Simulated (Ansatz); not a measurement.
The elements of this relaxed trial crystal are hidden behind letters.

```
lattice vectors (Å)
   3.2453   -3.3193    0.0000
   3.2453    3.3193    0.0000
   0.0000    0.0000    3.8099
fractional positions
X 0.5000 0.5000 0.0000
Z 0.0000 0.0000 0.5000
Q 0.1508 0.8492 0.0000
Q 0.8492 0.1508 0.0000
Q 0.0000 0.5000 0.5000
Q 0.5000 0.0000 0.5000
```

Method: DFT PBE, scalar-relativistic, plane waves, PAW, and for the lanthanide a 4f-in-core norm-conserving potential (Ansatz). Settings of the last relaxation (6-atom cell): 690 eV, 8×8×10 k points, Gaussian smearing of 0.10 eV, no spin polarisation.

- Space group: Cmmm (No. 65)
- Conventional cell: a = 6.491 Å, b = 6.639 Å, c = 3.810 Å
- Volume per atom: 13.68 Å³
- Density: 4.29 g/cm³
- Energy over the elements: −0.22 eV/atom
- Gap on the 8×8×10 mesh of the 6-atom cell: 0 eV (the bands overlap slightly)

Energies are uncorrected and count from the elements' standard states at the same level.

Problem. X is an s-block element of period 4, Z is a lanthanide and Q is an s-block element of period 1. Which elements are they?

Solution. X = K, Z = Tm, Q = H, so the formula is KTmH4. Density times volume gives a mean mass of 4.29 × 13.68/1.6605 = 35.3 u per atom, and this set has 35.3 u. Among the elements that the hints allow, noble gases aside, only these give it. K has 2 H at 2.32 Å, 8 H at 3.00 Å, 4 H at 3.40 Å, 8 Tm at 3.76–3.83 Å and 2 K at 3.81 Å; around Tm lie 4 H at 2.15 Å, 4 H at 2.32 Å, 8 K at 3.76–3.83 Å and 2 Tm at 3.81 Å; H on a site of symmetry m2m has 1 H at 2.00 Å, 2 Tm at 2.15 Å, 1 K at 2.32 Å and 4 H at 2.59 Å; 1 more site not described.

The zero gap may come from the functional, which often closes small gaps, or the cell may be a true semimetal. Symmetry constrained the relaxation, so the result can be a saddle point. Another cell of KTmH4 relaxed alike, in P-3m1, lies 25 meV/atom lower, so this cell isn't the stable form at this level.

The lanthanide is trivalent by construction, without f bands, f moments or other valences. The reference runs of the other elements, and any phases without the lanthanide, used 420 eV, which shifts energies against them by under 10 meV/atom. The lanthanide's reference is the lowest of its hcp, dhcp and fcc cells.
